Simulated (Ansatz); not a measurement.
AlP:
```
AlP
1.0
    4.03678     0.00000     0.00000
   -2.01839     3.49595     0.00000
    0.00000     0.00000     5.39897
Al P
2 2
Direct
  0.33333   0.66667   0.25000
  0.66667   0.33333   0.75000
  0.33333   0.66667   0.75000
  0.66667   0.33333   0.25000
```

Relaxed with LDA. Special points in fractions of this cell's reciprocal vectors: Γ (0.000, 0.000, 0.000); M (0.500, 0.000, 0.000); K (0.333, 0.333, 0.000); A (0.000, 0.000, 0.500); L (0.500, 0.000, 0.500); H (0.333, 0.333, 0.500).

### Question
List the band energies nearest the Fermi level at these points for the program Ansatz at the LDA level (PAW).

### Answer
In eV from the Fermi level; about four levels below and three above (degenerate sets whole), none deeper than 8.9 eV; points with the same levels are listed once.

```json
[
 {"k": "Γ", "below": "-2.82 -2.82 -1.08 -1.08 -0.75", "above": "0.78 2.62 2.62"},
 {"k": "M", "below": "-3.94 -2.51 -1.60 -0.25", "above": "3.05 4.31 4.67"},
 {"k": "K", "below": "-5.24 -5.24 -3.27 -3.27 -2.78", "above": "2.22 3.92 3.92"},
 {"k": "A", "below": "-2.06 -2.06 -2.06 -2.06", "above": "1.23 1.23 3.12 3.12 3.12 3.12"},
 {"k": "L", "below": "-3.03 -3.03 -1.15 -1.15", "above": "1.74 1.74 2.81 2.81"},
 {"k": "H", "below": "-4.50 -4.50 -0.32 -0.32", "above": "2.70 2.70 4.83 4.83"}
]
```

Space group P6_3/mmc. A made-up cell: these elements were put on the sites of a structure type; neither database checked (COD, Materials Project) lists it. It is not the phase usual at ambient conditions (space group No. 216). The cell was relaxed with LDA under the symmetry of its start. At this level the phase is dynamically unstable (imaginary phonons). A crystal of weakly bound layers computed without a dispersion correction: the cell and the soft elastic constants depend strongly on that.

Potentials: the later of the program's two PAW sets.
